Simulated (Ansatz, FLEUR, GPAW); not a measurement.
## Equation of state of In3Se under PBE

The structure is cubic, space group Pm-3m (No. 221). Conventional cell: a = 4.804 Å, b = 4.804 Å, c = 4.804 Å, α = 90.00°, β = 90.00°, γ = 90.00°. In (site symmetry 4/mmm) has 8 In at 3.40 Å and 4 Se at 3.40 Å as nearest neighbours. Around Se (site symmetry m-3m) lie 12 In at 3.40 Å.

The cell comes from a database or a generator and needn't be the stable form of this composition.

The cell was scaled at fixed shape and fractions and run with Ansatz, Ansatz PAW, cutoff 420 eV; PBE, k mesh 6 × 6 × 6 on the cell of 4 atoms, fermi-dirac occupations of 0.05 eV, no spin polarisation, no spin-orbit coupling. Energies are those that the program minimises, any entropy of the smearing included. For a metal such a mesh isn't converged to the digits shown.

| V (Å³/atom) | energy over the lowest row (meV/atom) |
| --- | --- |
| 26.0502 | 8.576 |
| 26.6045 | 2.968 |
| 27.1587 | ? |
| 27.7130 | 0.000 |
| 28.2672 | 2.002 |
| 28.8215 | 5.998 |
| 29.3758 | 11.757 |

Problem. Fit the third-order Birch-Murnaghan form, give V0, B0 and B′, and predict the energy left open.

Solution. With y = (V0/V)^(2/3), E = E0 + (9 V0 B0/16) [(y - 1)³ B′ + (y - 1)² (6 - 4y)]. Least squares through the rows shown give V0 = 27.4863 Å³/atom, E0 = -0.200 meV, B0 = 33.67 GPa (1 eV/Å³ = 160.218 GPa) and B′ = 4.98, with a largest miss of 0.007 meV. At V = 27.1587 the form with these constants gives 0.220 meV; the run gave 0.224 meV an atom. Other set-ups at this level, from all their volumes (Å³/atom, GPa): FLEUR, all-electron, FLAPW: V0 27.488, B0 33.7; GPAW, GPAW PAW data sets (gpaw-data 1.2.1): V0 27.333, B0 34.07.
